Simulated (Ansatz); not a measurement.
A plane-wave DFT run in Ansatz 0.2.0 (scalar-relativistic PAW potentials unless the input names others): input and command.

```yaml
crystal:
  lattice:
    - [2.8260785587, 0.0, 0.0]
    - [-1.4130392794, 2.4474558249, 0.0]
    - [0.0, 0.0, 4.6396074165]
  atoms:
    - { symbol: Ag, position: [0.3333333333, 0.6666666667, 0.25] }
    - { symbol: Ag, position: [0.6666666667, 0.3333333333, 0.75] }
basis:
  ecutwfc: 420
kpoints:
  mp_grid: { grid: [18, 18, 10] }
hamiltonian:
  xc: lda
scf:
  occupations: { method: fermi_dirac, width: 0.15 }
  mixing: { algorithm: msr1, beta: 0.05, ndim: 2 }
  algorithm: density_mixing
output:
  forces: true
  eigenvalues: true
  stress: true
```

```bash
ansatz run input.yaml --threads 1 --pin off --max-ram 3072MiB --backend cpu --events-out ev --progress --plain --runs-dir out
```

Abridged log:
```
Pseudopotentials: kind: paw
Pseudopotential: Ag, paw, valence charge 19, recommended cutoff 420 eV (normal)
Functional definition: SPW92
Crystal: 2 atoms, lattice volume = 32.091 Å³
Basis set: ecut = 420 eV, 627 PW (Γ)
Bands: 23, of which v1, the nominal top of the filled ones, is band 19 counted from 1 (18 counted from 0)
Symmetry: 24 space group operations
Space group: P63/mmc (ITA 194), of the structure as read, at distance tolerance 3.2e-5 Å
k-points: 222 of 3240
Initial density: superposition of atomic densities (neutral atoms: chi_scale 0, normalization atom), corrected by the library's trained network
Initial wavefunctions: pseudopotential atomic-orbital guess
Functional: x = slater, c = lda
SCF iter   1: F=—  HF=-14916.327931 eV  |F-HF|=—  |Δ(HF+E_count)|=         —  Δρ=1.42e-2  dr2=5.31e-2  ethr=1.77e-3  ⟨swp⟩=4.3  Hψ=18432  notcnv=0
SCF iter   2: F=—  HF=-14916.326025 eV  |F-HF|=—  |Δ(HF+E_count)|=   1.91e-3  Δρ=1.31e-2  dr2=4.55e-2  ethr=1.40e-4  ⟨swp⟩=1.0  Hψ=6882  notcnv=0
SCF iter   3: F=—  HF=-14916.312165 eV  |F-HF|=—  |Δ(HF+E_count)|=   1.39e-2  Δρ=2.41e-3  dr2=5.52e-4  ethr=1.20e-4  ⟨swp⟩=2.0  Hψ=7380  notcnv=0
SCF iter   4: F=—  HF=-14916.312037 eV  |F-HF|=—  |Δ(HF+E_count)|=   1.29e-4  Δρ=9.25e-4  dr2=1.01e-4  ethr=1.45e-6  ⟨swp⟩=2.1  Hψ=9021  notcnv=0
SCF iter   5: F=—  HF=-14916.312022 eV  |F-HF|=—  |Δ(HF+E_count)|=   1.45e-5  Δρ=1.85e-4  dr2=5.39e-6  ethr=2.67e-7  ⟨swp⟩=2.8  Hψ=9476  notcnv=0
SCF iter   6: F=—  HF=-14916.312025 eV  |F-HF|=—  |Δ(HF+E_count)|=   2.14e-6  Δρ=4.09e-5  dr2=5.27e-7  ethr=1.42e-8  ⟨swp⟩=2.0  Hψ=8990  notcnv=0
SCF iter   7: F=-14916.312024 eV  HF=-14916.312024 eV  |F-HF|=9.27e-9  |Δ(HF+E_count)|=   1.50e-7  Δρ=2.00e-5  dr2=6.97e-8  ethr=2.63e-10  ⟨swp⟩=5.0  Hψ=20221  notcnv=0
SCF 1 converged in 7 iterations: F = -14916.312024 eV  dr2 = 6.97e-8
SCF converged after 7 iterations
Free energy (F): -14916.312024 eV
Harris-Foulkes:  -14916.312024 eV  (|F-HF|=9.27e-9)
Internal energy: -14916.270006 eV  (E = F + TS)
E sigma→0 (E₀):  -14916.291015 eV
Entropy (-TS):   -0.042019 eV (-21.009 meV/atom)
Fermi energy:    18.369527 eV
--- Forces (eV/Å), atoms counted from 1 ---
  atom   1  Ag     0.00000000     0.00000000     0.00000000
  atom   2  Ag     0.00000000     0.00000000     0.00000000
--- Stress (GPa, compression-positive) ---
        0.003022       0.000000       0.000000
        0.000000       0.003022       0.000000
        0.000000       0.000000      -0.000457
  P = ⅓ Tr σ = 0.0019 GPa (0.019 kbar)
```

Apart from outputs, empty bands and the relaxation, which only the reference makes, the input differs from a reference run on usual settings in scf.mixing.algorithm: not typed → "msr1"; scf.mixing.beta: not typed → 0.05; scf.mixing.ndim: not typed → 2; scf.algorithm: not typed → "density_mixing". The reference, at the same geometry, ended its own course with pressure 0.00 GPa, largest force 0.000 eV/Å, no gap on the mesh. This run converged in 7 SCF iterations with an energy at zero smearing within 0.01 meV/atom of the reference's, pressure 0.00 GPa, largest force 0.000 eV/Å, no gap on the mesh.

Time: 5.1 s on 1 thread of AMD EPYC 7R43 64-Core Processor (Zen 3), with other jobs on the host, peak memory 0.44 GiB.